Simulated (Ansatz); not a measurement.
Ru (hcp (Mg type), space group No. 194) under volume change, DFT-PBE in the program Ansatz with PAW potentials, shape and atoms relaxed at each volume.

```json
[
 {"V (Å³/atom)": "12.530", "E − E(relaxed) (meV/atom)": "130.3", "P (GPa)": "36.92"},
 {"V (Å³/atom)": "12.943", "E − E(relaxed) (meV/atom)": "___", "P (GPa)": "___"},
 {"V (Å³/atom)": "13.356", "E − E(relaxed) (meV/atom)": "___", "P (GPa)": "___"},
 {"V (Å³/atom)": "13.769", "E − E(relaxed) (meV/atom)": "0.0", "P (GPa)": "-0.01"},
 {"V (Å³/atom)": "14.182", "E − E(relaxed) (meV/atom)": "11.4", "P (GPa)": "-8.58"},
 {"V (Å³/atom)": "14.595", "E − E(relaxed) (meV/atom)": "43.0", "P (GPa)": "-15.75"},
 {"V (Å³/atom)": "15.009", "E − E(relaxed) (meV/atom)": "91.6", "P (GPa)": "-21.73"}
]
```

Question: Fill in the missing entries.

Answer: 
- 12.943, E − E(relaxed) (meV/atom): 54.4
- 12.943, P (GPa): 22.41
- 13.356, E − E(relaxed) (meV/atom): 12.8
- 13.356, P (GPa): 10.22

Question: What does a third-order Birch–Murnaghan fit give for V₀, B₀ and B′?

Answer: V₀ = 13.77 Å³/atom, B₀ = 311 GPa, B′ = 4.9.

Space group P6_3/mmc (hcp (Mg type)). The PBE relaxation kept the symmetry of its start. No spin polarisation was allowed.

Potentials: the later of the program's two PAW sets.
